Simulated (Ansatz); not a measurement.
## MoSe (NiAs-type structure)

Level of theory: DFT, PBE, scalar-relativistic, collinear spin; plane waves to 420 eV with PAW datasets (Ansatz 0.2.0), 10×10×6 k-mesh, Gaussian smearing of 0.05 eV. The datasets are Ansatz's generated set soft_2.

```
CELL_PARAMETERS angstrom
4.07308 0.00000 0.00000
-2.03654 3.52739 0.00000
0.00000 0.00000 5.09853
ATOMIC_POSITIONS crystal
Mo 0.00000 0.00000 0.00000
Mo 0.00000 0.00000 0.50000
Se 0.33333 0.66667 0.25000
Se 0.66667 0.33333 0.75000
```

The start was a prototype's sites filled with these elements, not a measured cell.

Magnetic state: non-magnetic, site spin moments none.

Question: Which orbitals carry the states at the Fermi level, and how many states are there?

Answer: Within 0.1 eV of it: Mo 4d 89 %, Se 4p 9 % (shares among the projected shells; no valence p shell of Mo is among them). The density of states at the Fermi level is about 3.6 states/eV per cell, averaged over 0.3 eV.

Density of states (tetrahedra, averaged over 0.5 eV; states/eV per cell of 4 atoms; energy in eV from the Fermi level; projections on Löwdin-orthogonalised atomic orbitals, summed over sites):

| E | total | Se 4p | Mo 4d up | Mo 4d down | Mo 5s | Se 4s |
| --- | --- | --- | --- | --- | --- | --- |
| -7.10 | 0.30 | 0.17 | 0.03 | 0.03 | 0.05 | 0.00 |
| -6.60 | 3.43 | 2.28 | 0.34 | 0.34 | 0.37 | 0.03 |
| -6.10 | 3.58 | 2.22 | 0.57 | 0.57 | 0.15 | 0.03 |
| -5.60 | 2.86 | 1.73 | 0.47 | 0.47 | 0.11 | 0.03 |
| -5.10 | 3.07 | 1.93 | 0.48 | 0.48 | 0.11 | 0.03 |
| -4.60 | 2.78 | 1.84 | 0.41 | 0.41 | 0.05 | 0.03 |
| -4.10 | 3.41 | 2.13 | 0.58 | 0.58 | 0.04 | 0.03 |
| -3.60 | 4.52 | 2.37 | 0.97 | 0.97 | 0.08 | 0.04 |
| -3.10 | 1.72 | 0.73 | 0.47 | 0.47 | 0.02 | 0.01 |
| -2.60 | 0.91 | 0.16 | 0.36 | 0.36 | 0.01 | 0.00 |
| -2.10 | 0.96 | 0.11 | 0.41 | 0.41 | 0.01 | 0.00 |
| -1.60 | 2.97 | 0.45 | 1.17 | 1.17 | 0.08 | 0.03 |
| -1.10 | 4.62 | 0.50 | 1.97 | 1.97 | 0.06 | 0.02 |
| -0.60 | 2.14 | 0.09 | 0.98 | 0.98 | 0.03 | 0.01 |
| -0.10 | 3.59 | 0.30 | 1.56 | 1.56 | 0.03 | 0.04 |
| 0.40 | 3.15 | 0.25 | 1.30 | 1.30 | 0.09 | 0.12 |
| 0.90 | 3.31 | 0.38 | 1.24 | 1.24 | 0.13 | 0.21 |
| 1.40 | 4.93 | 0.74 | 1.79 | 1.79 | 0.17 | 0.26 |
| 1.90 | 4.26 | 0.69 | 1.61 | 1.61 | 0.08 | 0.09 |
| 2.40 | 2.83 | 0.79 | 0.82 | 0.82 | 0.07 | 0.06 |
| 2.90 | 2.54 | 0.94 | 0.68 | 0.68 | 0.03 | 0.03 |
| 3.40 | 1.72 | 0.60 | 0.44 | 0.44 | 0.05 | 0.03 |
| 3.90 | 0.53 | 0.16 | 0.11 | 0.11 | 0.06 | 0.01 |
| 4.40 | 0.84 | 0.10 | 0.05 | 0.05 | 0.28 | 0.03 |
| 4.90 | 1.39 | 0.18 | 0.09 | 0.09 | 0.38 | 0.04 |
| 5.40 | 1.55 | 0.24 | 0.05 | 0.05 | 0.52 | 0.06 |
| 5.90 | 2.22 | 0.41 | 0.08 | 0.08 | 0.79 | 0.09 |
